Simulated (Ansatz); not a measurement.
## Structures of Sn3Br: which is lowest?

Plane-wave DFT in Ansatz with scalar-relativistic PAW potentials, cutoff 420 eV, Γ-centred meshes chosen by cell and gap, Gaussian smearing with energies taken to zero width. Every cell was relaxed (cell and atoms) in a run of its own, within the symmetry of its start. Functional: PBE.

Relaxed structures (starts from databases or built by putting these elements on another compound's sites):
A. Pm-3m, 4 atoms in the computed cell, a = 4.854 Å; sites (symmetry × multiplicity) Sn 4/mm.m × 3, Br m-3m × 1; start: built
B. P4/mmm, 4 atoms in the computed cell, a = 5.670 Å, c = 3.509 Å; sites (symmetry × multiplicity) Sn 4/mmm × 1 + mmm. × 2, Br 4/mmm × 1; start: built

Task: Rank them by energy. Could pressure change the order?

Result:
```csv
structure,group,E − E(lowest) (meV/atom),V (Å³/atom),gap on mesh (eV)
B,P4/mmm,0.0,28.21,0.00
A,Pm-3m,183,28.60,0.00
```

B is lowest, 183 meV/atom under A. The lowest is also the densest of these, so pressure wouldn't bring one of the others in at first order. Other structures may lie lower than all of these, and vibrations aren't counted.

Spin polarisation was left out, and a magnetic state may lie lower.